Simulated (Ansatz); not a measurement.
Data:

WSe2:
```
CELL_PARAMETERS angstrom
      3.25020     0.00000     0.00000
     -1.62510     2.81476     0.00000
      0.00000     0.00000    12.81838
ATOMIC_POSITIONS crystal
  W  0.33333 0.66667 0.25000
  W  0.66667 0.33333 0.75000
  Se 0.33333 0.66667 0.61999
  Se 0.66667 0.33333 0.11999
  Se 0.66667 0.33333 0.38001
  Se 0.33333 0.66667 0.88001
```

This is the LDA-relaxed structure.

Question: All from LDA in the plane-wave PAW code Ansatz, unless another level is named. Estimate the hole effective mass.

Answer: 0.75, 0.75, 1.2 mₑ (principal values).

Question: Next, the electron effective mass?

Answer: 0.39, 0.42, 0.50 mₑ (principal values).

Question: Next, the weight of the valence-edge state by species (Voronoi cells)?

Answer: W 62 %, Se 38 %.

Space group P6_3/mmc. Symmetry was held in the LDA relaxation; phonons on a q-mesh show no instability. The run is not spin-polarised. A crystal of weakly bound layers computed without a dispersion correction: the cell and the soft elastic constants depend strongly on that. Scalar-relativistic: spin–orbit coupling is off unless named, which matters more the heavier the elements.

Potentials: the later of the program's two PAW sets.

Edges and masses are those of Kohn–Sham bands, whose gap is no quasiparticle gap.
